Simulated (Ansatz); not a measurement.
Here is the system:

Si:
```xyz
8
Lattice="0.0000 5.9081 5.9081 5.9081 0.0000 5.9081 5.9081 5.9081 0.0000" Properties=species:S:1:pos:R:3 pbc="T T T"
Si     5.0771     6.7391     5.0771
Si     8.0312     9.6932     9.6932
Si     5.0771     5.0771     6.7391
Si     9.6932     8.0312     9.6932
Si     6.7391     6.7391     6.7391
Si     8.0312     8.0312     8.0312
Si     6.7391     5.0771     5.0771
Si     9.6932     9.6932     8.0312
```

This is the PBEsol-relaxed structure.

Task: All from DFT-PBEsol in the program Ansatz with PAW potentials, unless another level is named. Give the electronic character.

Result: no gap, with almost no states at the Fermi level (zero-gap or semimetallic).

Task: And the HSE06 gap on the PBEsol cell?

Result: 0.36 eV (a hybrid on a coarse mesh can open a false gap in a semimetal).

Space group Fd-3m. The start of the workflow was typed in or built on a structure type. Its sites differ from those of the usual phase in this space group: another stacking or structure type. The PBEsol relaxation kept the symmetry of its start. At this level the phase is mechanically unstable. The volume moved by 42 % from the start of the relaxation.

Potentials: the later of the program's two PAW sets.
